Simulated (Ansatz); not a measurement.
The relaxed structure here is a generated cell of AlPt: the first start was made by placing the elements on the sites of a structure type, and the end was not matched to a known phase here, so it may be hypothetical.

One stationary structure of AlPt. Space group Fm-3m (No. 225), rock salt type. These are PBEsol (plane waves to 420 eV, PAW, scalar-relativistic; Ansatz, a quantum-chemistry and plane-wave program) values and carry that method's errors.

```cif
data_AlPt
_chemical_formula_sum 'Pt1 Al1'
_space_group_name_H-M_alt 'P 1'
_space_group_IT_number 1
_cell_length_a 3.59308
_cell_length_b 3.59308
_cell_length_c 3.59308
_cell_angle_alpha 59.986
_cell_angle_beta 59.986
_cell_angle_gamma 59.986
loop_
_space_group_symop_operation_xyz
  'x, y, z'
loop_
_atom_site_label
_atom_site_type_symbol
_atom_site_fract_x
_atom_site_fract_y
_atom_site_fract_z
_atom_site_occupancy
Pt1 Pt 0.00000 0.00000 0.00000 1
Al1 Al 0.50000 0.50000 0.50000 1
```

```yaml
volume_per_atom: 16.40 Å³
density: 11.25 g/cm³
band_gap: zero (metallic)
shortest_distances: Al–Pt 2.54 Å; Pt–Pt 3.59 Å; Al–Al 3.59 Å
k-mesh: 16×16×16
```

No spin polarisation in the result.

The run could not lower the symmetry of its start; a shaken copy of this end point relaxes with PBEsol to R-3m (No. 166), 0.23 eV/atom lower.
